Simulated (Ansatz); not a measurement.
A trial cell of B₂F, before relaxation:

```
B F
1.0
     3.04240    0.00000    0.00000
    -1.52120    2.63479    0.00000
     0.00000    0.00000    3.54818
B F
2 1
Cartesian
  0.0000 1.7565 1.7741
  1.5212 0.8783 1.7741
  0.0000 0.0000 0.0000
```

Level of theory: DFT PBE, scalar-relativistic, plane waves, PAW (Ansatz 0.2.0). Cutoff 420 eV, Gaussian smearing, Γ-centred meshes. Cell and atoms relax first on a coarse mesh and then on a finer one. In between, the cell is made exact in the group found at 0.06 Å. In metals the finer mesh still leaves noise of several meV/atom or more. The steps can't lower the symmetry of their start. No spin polarisation in the relaxation; trial moments died out in a coarse test.

A guess keeps its type if space group and coordination stay and the shape of the cell changes little (axis ratios within about 15 %, angles within 6°); the volume may change.

**Question.** Does this structure survive the relaxation?

**Answer.** It keeps its type. The symmetry stays P6/mmm (No. 191). The volume per atom grows by 1.9 %, from 9.5 to 9.7 Å³. The shortest distance goes from 1.76 Å (B–B) to 1.71 Å (B–B). The ratio c/a of the conventional cell changes by a factor of 1.11. Counting neighbours within 15 % of an atom's shortest distance, the start has B 3, F 12 and the end B 3, F 12.

The last run used an 18×18×12 mesh (in the run's order of axes) for its 3-atom cell and Gaussian smearing of 0.10 eV. No dispersion correction is applied, so the spacing and binding between layers, chains or molecules are poorly described. An odd number of electrons in the primitive cell allows no gap without spin; a larger cell or a magnetic state could open one. A structure relaxed within its symmetry needn't be a true minimum. Another cell of B2F relaxed alike, in P3m1, lies 0.60 eV/atom lower, so this cell isn't the stable form at this level.
